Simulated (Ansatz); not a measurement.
NbAs:
```
NbAs
1.0
    3.21726     0.00000     0.00000
    0.00000     3.21726     0.00000
    0.00000     0.00000     3.21726
Nb As
1 1
Direct
  0.00000   0.00000   0.00000
  0.50000   0.50000   0.50000
```

Relaxed with PBE. Special points in fractions of this cell's reciprocal vectors: Γ (0.000, 0.000, 0.000); X (0.000, 0.500, 0.000); M (0.500, 0.500, 0.000); R (0.500, 0.500, 0.500).

Question: List the band energies nearest the Fermi level at these points for DFT-PBE with spin–orbit coupling in the program Ansatz with PAW potentials.

Answer: In eV from the Fermi level; about four levels below and three above (degenerate sets whole), none deeper than 8.9 eV; points with the same levels are listed once.

```
k                                below                          above
-  -----------------------------------  -----------------------------
Γ  -2.92 -2.92 -2.92 -2.92 -0.08 -0.08            0.37 0.37 0.37 0.37
X              -2.22 -2.22 -2.03 -2.03            1.86 1.86 3.05 3.05
M              -0.15 -0.15 -0.09 -0.09            1.87 1.87 2.02 2.02
R              -6.12 -6.12 -6.12 -6.12  3.23 3.23 3.33 3.33 3.33 3.33
```

Space group Pm-3m (CsCl type). A made-up cell: these elements were put on the sites of a structure type; neither database checked (COD, Materials Project) lists it. COD files the formula under space group No. 109, so this cell is another polymorph or a model. Whether it is the stable phase at ambient conditions was not checked. The PBE relaxation kept the symmetry of its start; whether a distortion lowers the energy is not shown. No spin polarisation was allowed.

Potentials: the earlier of the program's two PAW sets.
